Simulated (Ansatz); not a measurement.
# Ta$_{2}$O$_{5}$ (C2), a vibration from a frozen displacement

All numbers below come from DFT r2SCAN, scalar-relativistic, plane waves, PAW (Ansatz). Settings: plane waves to 500 eV, k-mesh 6×6×6 (Γ-centred), Gaussian smearing 0.05 eV. Spin–orbit coupling is left out, which matters for the heavy elements here. No spin polarisation. Energies are free energies at this smearing, counted from the undisturbed cell; pressure is positive in compression.

Reference structure (relaxed at this level; it needn't be the usual structure):

```
Ta O
1.0
     3.01406   -2.56465    0.00805
     3.01406    2.56465    0.00805
    -2.74061    0.00000    5.07492
Ta O
2 5
Direct
  0.22831 0.15303 0.29378
  0.84697 0.77169 0.70622
  0.63309 0.21680 0.64782
  0.23643 0.11382 0.95965
  0.27683 0.72317 0.50000
  0.88618 0.76357 0.04035
  0.78320 0.36691 0.35218
```

Every O atom is moved by x along the Cartesian unit vector (0.753, 0.000, -0.658); the cell and all other atoms stay fixed. The cell's volume is 78.57 Å³; the moved atoms weigh 79.995 u together and the others 361.896 u. Some rows repeat others by symmetry and weren't run.

```
  x (Å)  ΔE (meV/cell) total force on the moved atoms along the move (eV/Å) pressure (GPa)
-0.3000        2110.60                                               15.3756         13.8586
-0.2625        1581.21                                               12.9015         10.5659
-0.2250        1140.06                                               10.6612          7.7346
-0.1875         779.22                                                8.6119          5.3532
-0.1500         492.26                                                6.7151          3.4148
-0.1125         274.11                                                4.9363          1.9141
-0.0750         120.95                                                3.2440          0.8467
-0.0375          30.11                                                1.6080          0.2084
 0.0000           0.00                                                0.0000         -0.0039
 0.0375          30.11                                               -1.6080          0.2084
 0.0750         120.95                                               -3.2440          0.8467
 0.1125         274.11                                               -4.9363          1.9141
 0.1500         492.26                                               -6.7151          3.4148
 0.1875         779.22                                               -8.6119          5.3532
 0.2250        1140.06                                              -10.6612          7.7346
 0.2625        1581.21                                              -12.9015         10.5659
 0.3000        2110.60                                              -15.3756         13.8586
```

**Question.** What frequency belongs to this motion?

**Answer.** The force constant is k = −dF/dx = 42.881 eV/Å², from the parabola through x = -0.0375, 0 and 0.0375. In every cell the moved atoms swing against the rest, so the mass is μ = m₁m₂/(m₁ + m₂) = 65.514 u, and ν̃ = 521.5 cm⁻¹ × √(|k|/μ) = 422 cm⁻¹. The pattern needn't be a normal mode: ν̃² is then a weighted mean of the squared nonzero frequencies at the zone centre of this cell, taken without macroscopic field, so it lies between the lowest and the highest of them.

**Question.** How far does the harmonic law reach?

**Answer.** At x = -0.300 Å, kx²/2 = 1929.65 meV against the computed 2110.60 meV (+9.4 %): the well stiffens in this direction at large amplitude.

**Question.** The pressure changes with x². What does that say about the frequency under compression?

**Answer.** With E = k(V)x²/2, k ∝ V^(−2γ) and x scaling with the cell as V^(1/3), P − P0 = −∂E/∂V = (2γ − 2/3) ΔE/V. At x = 0.0750 Å, V(P − P0) = 78.57 × 0.85062 / 160.2 eV = 417.15 meV and ΔE = 120.95 meV, so γ = 1/3 + V(P − P0)/(2ΔE) = 2.06. This is the Grüneisen parameter of the motion under uniform scaling of the cell: shrinking the cell evenly by 1 % in volume raises the frequency by about 2.06 %.